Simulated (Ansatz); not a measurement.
**Hf3TiO8 (Cmmm) at 2 levels of theory**

One geometry, relaxed with PBE; plane waves with PAW potentials in Ansatz, scalar-relativistic. No spin polarisation. +U rows take U_eff Ti 4.00 eV on the d shells. Gaps are the least over mesh and band path; pressure is positive in compression.

```yaml
crystal:
  lattice:
    - [3.40493, -3.41050, 0.00000]
    - [3.40493, 3.41050, 0.00000]
    - [0.00000, 0.00000, 6.34958]
  atoms:
    - { symbol: Hf, position: [0.50000, 0.50000, 0.00000] }
    - { symbol: Hf, position: [0.00000, 0.00000, 0.25458] }
    - { symbol: Hf, position: [0.00000, 0.00000, 0.74542] }
    - { symbol: Ti, position: [0.50000, 0.50000, 0.50000] }
    - { symbol: O, position: [0.30947, 0.69053, 0.26191] }
    - { symbol: O, position: [0.30947, 0.69053, 0.73809] }
    - { symbol: O, position: [0.80548, 0.80548, 0.00000] }
    - { symbol: O, position: [0.79580, 0.79580, 0.50000] }
    - { symbol: O, position: [0.19452, 0.19452, 0.00000] }
    - { symbol: O, position: [0.20420, 0.20420, 0.50000] }
    - { symbol: O, position: [0.69053, 0.30947, 0.26191] }
    - { symbol: O, position: [0.69053, 0.30947, 0.73809] }
```

```
level  cutoff (eV)  k mesh  gap (eV)  pressure (GPa)
  PBE          420   6×6×4      2.53             0.0
```

Question: What comes out on the same cell with PBE+U?

Answer:
```
level  cutoff (eV)  k mesh  gap (eV)  pressure (GPa)
PBE+U          420   6×6×4      2.97             0.7
```

Spin-orbit coupling matters for the bands of heavy elements and is left out.

The structure comes from a generated guess; another structure or a mixture of phases may lie lower.
